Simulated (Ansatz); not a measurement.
# Notes on TiIN

```
CELL_PARAMETERS angstrom
3.99623 0.00000 0.00000
0.00000 3.56426 0.00000
0.00000 0.00000 9.08050
ATOMIC_POSITIONS crystal
N 0.00000 0.00000 0.97000
N 0.50000 0.50000 0.03000
Ti 0.00000 0.50000 0.08000
Ti 0.50000 0.00000 0.92000
I 0.00000 0.00000 0.31500
I 0.50000 0.50000 0.68500
```

Method: r2SCAN, no spin polarisation; PAW, plane waves to 500 eV, 7×7×3 Γ-centred mesh, fermi-dirac occupations (width 0.1 eV) (Ansatz 0.2.0), atoms fixed.

Task: What is the character of the valence top and the conduction bottom?

Result: Within 0.7 eV of the edges, the states project mainly on I p (76 %) and N p (14 %) below the gap and on Ti d (84 %) above it.

Task: How is the charge shared?

Result: Bader charges in e: Ti +2.00, I -0.48, N -1.52. In the mean Ti gives up most and N takes most.

Task: Which atom feels the largest force, and which way?

Result: The largest is on Ti3 (and as large on other atoms): 0.95 eV/Å, components (0.00, 0.00, -0.95). It makes 61° with the line to a nearest neighbour, N1 at 2.04 Å.

Task: Is there a gap, and of what kind?

Result: The gap is 0.42 eV, direct at the points sampled.

Task: What do density and ELF say about some of the short contacts?

Result: N–Ti at 2.04 Å: least valence density 0.66 e/Å³ and ELF 0.30 there. I–Ti at 2.78 Å: least valence density 0.31 e/Å³ and ELF 0.28 there. I–N at 3.13 Å: least valence density 0.18 e/Å³ and ELF 0.16 there, a closed-shell (ionic or weak) contact. Both are smooth PAW fields, read partly inside the augmentation spheres.

Origin: a database entry at a rescaled volume. Caveats: no spin-orbit coupling, which can shift this gap by tenths of an eV.
